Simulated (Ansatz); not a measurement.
## What DFT gives for BiRhO3

```xyz
5
Lattice="4.0504 0.0000 0.0000 0.0000 4.0504 0.0000 0.0000 0.0000 4.0504" Properties=species:S:1:pos:R:3 pbc="T T T"
Rh    0.0000    0.0000    0.0000
O     2.0252    0.0000    0.0000
O     0.0000    2.0252    0.0000
O     0.0000    0.0000    2.0252
Bi    2.0252    2.0252    2.0252
```

Method: r2SCAN, collinear spin; PAW, plane waves to 500 eV, 6×6×6 Γ-centred mesh, fermi-dirac occupations (width 0.0359 eV) (Ansatz 0.2.0), atoms fixed.

The state carries no moments; the state need not be the lowest.

Q: Is it stable against the elements?

A: -0.69 eV an atom against the elements' usual phases (free molecules for gases, crystals otherwise, with no correction for O₂ or N₂), so it is bound against them; other compounds may still compete. Relaxing would lower it.

Q: What happens at the Fermi level?

A: It is a metal, with about 1.8 states/eV a cell as the mean within 0.25 eV of the Fermi level, mostly Rh d (58 %) and O p (30 %).

Q: Give the Bader charges.

A: Bader charges in e: Bi +1.79, Rh +1.46, O -1.08. In the mean Bi gives up most and O takes most.

Q: What does the stress say?

A: The pressure is -13.1 GPa (compression positive), so with the atoms held at these fractions the cell would first shrink.

Q: Describe some of the short contacts.

A: Rh–O at 2.03 Å: least valence density 0.68 e/Å³ and ELF 0.12 there. Bi–O at 2.86 Å: least valence density 0.16 e/Å³ and ELF 0.12 there. Both are smooth PAW fields, read partly inside the augmentation spheres.

Origin: a known structure type with other elements, at an estimated volume, so it need not be a known compound.
